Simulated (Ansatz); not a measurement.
**Rocksalt alloy of MgO and CdO (48 of 64 Mg sites exchanged), 128 atoms**

Ansatz, PAW, plane waves. PBEsol relaxation of volume and atoms (shape held) at the single k point (½, ½, ½); single points on the relaxed atoms at the Γ point alone, onto which points of the small cell's zone fold. Arrangement: unlike neighbours preferred. No spin–orbit coupling unless named.

Relaxed structure:

```xyz
128
Lattice="0.0000 9.1889 9.1889 9.1889 0.0000 9.1889 9.1889 9.1889 0.0000" Properties=species:S:1:pos:R:3 pbc="T T T"
O     2.2989    4.7204    4.4723
O     2.4633    9.2048    9.1989
O     6.8622    4.6164    4.5856
O     6.9058    4.6118    9.3480
O     6.8134    9.1797    4.5988
O     6.8590    9.1905    9.1802
O     6.7475    9.1663   13.7705
O     6.8561   13.7876    9.0395
O    11.4918    4.6137    9.2207
O    11.4878    9.1940    4.6038
O    11.4865    9.1778    9.1853
O    11.6278    9.0492   13.7714
O    11.5189   13.7887    9.1851
O    11.5264   13.7794   13.9246
O    15.9323    9.1918    9.1995
O    16.0811   13.7819   13.7856
O     4.5953    2.1490    4.7304
O     4.4801    7.0170    4.6068
O     4.5915    7.0498    9.1848
O     4.6119   11.3176    9.2026
O     9.1856    2.2467    9.0562
O     9.1816    7.0390    4.4911
O     9.1935    7.0963    9.1995
O     9.3278    6.9399   13.9079
O     9.1972   11.2866    4.6020
O     9.1961   11.3472    9.2862
O     9.1924   11.4580   13.7809
O     9.2087   16.1077    9.1597
O    13.7846    7.0818    9.1860
O    13.7713   11.3284    9.0496
O    13.7573   11.2882   13.7659
O    13.7730   16.2704   13.8021
O     4.4838    4.5918    2.2791
O     4.6116    4.4203    6.9013
O     4.6014    9.1927    6.8995
O     4.5948    9.2059   11.5250
O     9.3026    4.4750    6.8965
O     9.1910    4.5939   11.4921
O     9.1916    9.0850    2.4045
O     9.1894    9.1927    6.8868
O     9.1825    9.3106   11.3750
O     9.1935    9.2002   16.0802
O     9.0827   13.8827    6.8892
O     9.1919   13.7850   11.4846
O    13.7810    9.2967    6.8966
O    13.7814    9.2010   11.4466
O    13.9000   13.7791   11.5048
O    13.7814   13.7919   16.0812
O     2.2900    2.4876    2.3054
O     2.1616    6.8668    6.7639
O     6.9979    2.2981    6.8906
O     7.0546    6.8719    2.2754
O     6.8894    6.8349    6.8927
O     6.9133    6.7277   11.5216
O     6.9086   11.6816    6.8807
O     7.0463   11.5243   11.4986
O    11.4785    6.6993    6.9102
O    11.4693    6.7533   11.6132
O    11.5835   11.5193    6.8814
O    11.3345   11.5067   11.5045
O    11.3565   11.6185   16.0841
O    11.3301   16.0508   11.4742
O    16.0988   11.6524   11.4894
O    16.2331   15.9504   16.0630
Cd    9.1898    9.1778    0.0165
Cd    9.1955   13.7751    4.5929
Cd   13.7700   13.7838   18.3613
Cd    4.5730    4.5878    4.6032
Cd    4.6163    4.5747    9.1879
Cd    9.1975    4.6118    4.5928
Cd    9.2015    4.6171    9.1958
Cd    9.2025    9.1904   13.7634
Cd    9.1850   13.7707    9.1916
Cd   13.8003   13.7804   13.8021
Cd   11.4962    2.3097    9.1878
Cd    2.3031    2.3207    4.5902
Cd    2.2939    6.9085    9.1553
Cd    6.8913    2.2855    4.6082
Cd   16.0688   11.4843    9.1811
Cd   16.0937   16.0902   18.3577
Cd    6.8676    6.9086    4.5825
Cd    6.9003    6.9060    9.2089
Cd    6.9241    6.8893   13.7962
Cd    6.8868   11.4766    4.5978
Cd    6.9009   11.4835    9.1811
Cd   11.4818    6.8959    4.6035
Cd   11.4870    6.8946    9.2256
Cd   11.4876   11.4717    9.1929
Cd   11.4805   11.4406   13.7984
Cd    2.3031    0.0214    2.3044
Cd    2.2718    4.6047    6.8499
Cd   11.4850    9.2068   16.0695
Cd   16.0813   18.3574   16.0798
Cd    6.8857   13.7913   11.4455
Cd    6.9281    4.5587    6.9241
Cd   16.0797    9.2152   11.4931
Cd    6.8956    9.2205    6.8877
Cd    6.8923    9.1721   11.4803
Cd   11.4935    9.1552    6.8950
Cd   11.4850    9.1529   11.4918
Cd   11.4952   13.7826   11.5267
Cd    0.0048    2.2792    2.2775
Cd    4.6221    2.2916    2.3323
Cd    4.6055    6.9075    2.3047
Cd    4.5523    6.8717    6.8853
Cd   13.7607   16.0975   11.4990
Cd   13.7620   11.4900   16.0775
Cd    9.1986    6.8725    6.8726
Cd    9.2001    6.9176   11.5239
Cd    9.2103   11.5035    6.9132
Cd   13.8095    6.9237    6.8953
Cd   13.7621   11.4732   11.4551
Mg   13.7755    9.2075    4.6260
Mg    4.5794    9.1638    4.6124
Mg    4.6115    9.1972    9.1633
Mg    9.2291    9.1698    4.5898
Mg    9.2051    9.2098    9.2033
Mg   13.7782    9.2082    9.1644
Mg   11.4829    6.9000   13.7808
Mg   11.4687    4.6249   11.5041
Mg    6.9205    4.5954   11.5072
Mg   16.1089   13.8037   16.0701
Mg   11.4690   13.7639   16.0781
Mg    9.2010    6.8842   16.0566
Mg   13.7544   11.4377    6.8918
Mg    9.1964   11.4839   16.0803
Mg    9.1949    6.9059    2.3203
Mg    9.1888   11.4753   11.4786
```

Q: What are the mean bond lengths by pair (pairs within 1.2 times the sum of covalent radii, less contacts 15 % beyond the pair's median; cation–cation pairs of compounds aside; long ionic contacts are cut short by that bound)?

A: Cd–O 2.330 ± 0.053 Å (standard deviation, 288 bonds); Mg–O 2.209 ± 0.078 Å (standard deviation, 96 bonds).

Q: What gap lies between the top filled and the lowest empty level in the single points?

A: HSE06 with spin–orbit coupling 1.39 eV (13 min on NVIDIA GB200).
